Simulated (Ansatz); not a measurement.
Given:

Si₂Rh:
```
CELL_PARAMETERS angstrom
      1.88362    -6.84175     0.00000
      1.88362     6.84175     0.00000
      0.00000     0.00000     3.55112
ATOMIC_POSITIONS crystal
  Si 0.94114 0.05886 0.75000
  Si 0.05886 0.94114 0.25000
  Si 0.24481 0.75519 0.75000
  Si 0.75519 0.24481 0.25000
  Rh 0.63864 0.36136 0.75000
  Rh 0.36136 0.63864 0.25000
```

This is the PBE-relaxed structure.

All from PBE (plane waves, PAW; program Ansatz), unless another level is named. Predict the electronic character.

metallic (no gap).

Predict the formation energy from the elements (no fitted shifts).

-0.19 eV/atom.

Give the density of states at the Fermi level.

0.42 states/eV per atom (mean over ±0.08 eV).

Space group Cmcm. A made-up cell: these elements were put on the sites of a structure type; neither database checked (COD, Materials Project) lists it. Whether it is the stable phase at ambient conditions was not checked. The cell was relaxed with PBE under the symmetry of its start; whether a distortion lowers the energy is not shown. The run is not spin-polarised. The references are the lowest solids computed at this level, not always the standard phases. Scalar-relativistic: spin–orbit coupling is off unless named, which matters more the heavier the elements.

Potentials: the later of the program's two PAW sets.
